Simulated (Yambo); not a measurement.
Quantum ESPRESSO input (PBEsol, PseudoDojo standard norm-conserving files, scalar-relativistic) whose wavefunctions are converted with p2y:

```
&CONTROL
  calculation = 'nscf'
  pseudo_dir = './pseudo'
  outdir = './out'
/
&SYSTEM
  ibrav = 0
  nat = 2
  ntyp = 2
  ecutwfc = 62.0
  ecutrho = 248.0
  occupations = 'fixed'
  force_symmorphic = .true.
  nbnd = 135
/
&ELECTRONS
  conv_thr = 2e-09
  diago_full_acc = .true.
  diago_thr_init = 1e-08
/
ATOMIC_SPECIES
Br 79.9040 Br.upf
Tl 204.3800 Tl.upf
CELL_PARAMETERS angstrom
  0.000000000000   3.342040000000   3.342040000000
  3.342040000000   0.000000000000   3.342040000000
  3.342040000000   3.342040000000   0.000000000000
ATOMIC_POSITIONS crystal
Br   0.500000000000   0.500000000000   0.500000000000
Tl   0.000000000000   0.000000000000   0.000000000000
K_POINTS automatic
2 2 2 0 0 0
```

Yambo's initialisation report on symmetry, reciprocal space, the k grid and the gaps on this mesh:

```
  [02.02] Symmetries
  ==================

  Inversion symmetry    : yes
  Spatial inversion     : yes
  Inversion index       :  25
  K-space Time-reversal : no
  Magnetic symmetries   : no
  Group table correct   : yes
  Symmetries units      :  [cc]

  [02.03] Reciprocal space
  ========================

  nG shells         :   336
  nG charge         :   33223
  nG WFs            :   4889
  nC WFs            :   4184
  G-vecs. in first 33 shells:  [ Number ]
     1    9   15   27   51   59   65   89  113
    137   169   181   229   259   283   307   331   339
    387   411   459   531   537   561   609   645   701
    725   749   821   869   893   941
  ...
  Shell energy in first 33 shells:  [ mHa ]
    0.00000      371.168      494.890      989.780      1360.95      1484.67      1979.56      2350.73      2474.45
    2969.34      3340.51      3959.12      4330.29      4454.01      4948.90      5320.07      5443.79      5938.68
    6309.85      6433.57      6928.46      7299.63      7918.24      8289.41      8413.13      8908.02      9279.19
    9402.91      9897.80      10269.0      10392.7      10887.6      11258.7
  ...

  [02.04] K-grid lattice
  ======================

  Compatible Grid is   : 3D
  Base K vectors       :  K_min[ 1 ]  K_min[ 2 ]  K_min[ 3 ]
  K_min[ 1 ] :  0.500000  0.500000  0.500000 [rlu]
  K_min[ 2 ] : -0.500000  0.000000  0.000000 [rlu]
  K_min[ 3 ] :  0.000000 -0.500000  0.000000 [rlu]
  Grid dimensions      :  2  2  2
  K lattice UC volume  :  0.061544 [a.u.]

  IBZ K-points                                      :  3
  BZ  K-points                                      :   8

  K/Q-points units:
  rlu = crystal or reduced units; cc = cartesian coordinates; iku = interal k-units

  K [1]          [rlu]:  0.000000  0.000000  0.000000
         WF components:   4111
  K [2]          [rlu]:  0.000000  0.000000 -0.500000
         WF components:   4140
  K [3]          [rlu]:  0.000000 -0.500000 -0.500000
         WF components:   4184

  [02.05] Energies & Occupations
  ==============================

  [X] === General ===
  [X] Electronic Temperature                        :  0.000000  0.000000 [eV K]
  [X] Bosonic    Temperature                        :  0.000000  0.000000 [eV K]
  [X] Finite Temperature mode                       : no
  [X] El. density                                   :  0.26790E+24 [cm-3]
  [X] Fermi Level                                   :  3.675644 [eV]

  [X] === Gaps and Widths ===
  [X] Conduction Band Min                           :  2.058315 [eV]
  [X] Valence Band Max                              :  0.000000 [eV]
  [X] Filled Bands                                  :  10
  [X] Empty Bands                                   :   11  135
  [X] Direct Gap                                    :  2.058315 [eV]
  [X] Direct Gap localized at k                     :  2
  [X] Indirect Gap                                  :  2.058315 [eV]
  [X] Indirect Gap between kpts                     :  2  2
  [X] Last valence band width                       :  2.134638 [eV]
  [X] 1st conduction band width                     :  4.073714 [eV]
```
The gaps are PBEsol values on this mesh alone; only operations without fractional translations are kept.

Spin-orbit coupling is not included.

Geometry of the Materials Project entry, not relaxed at this level.
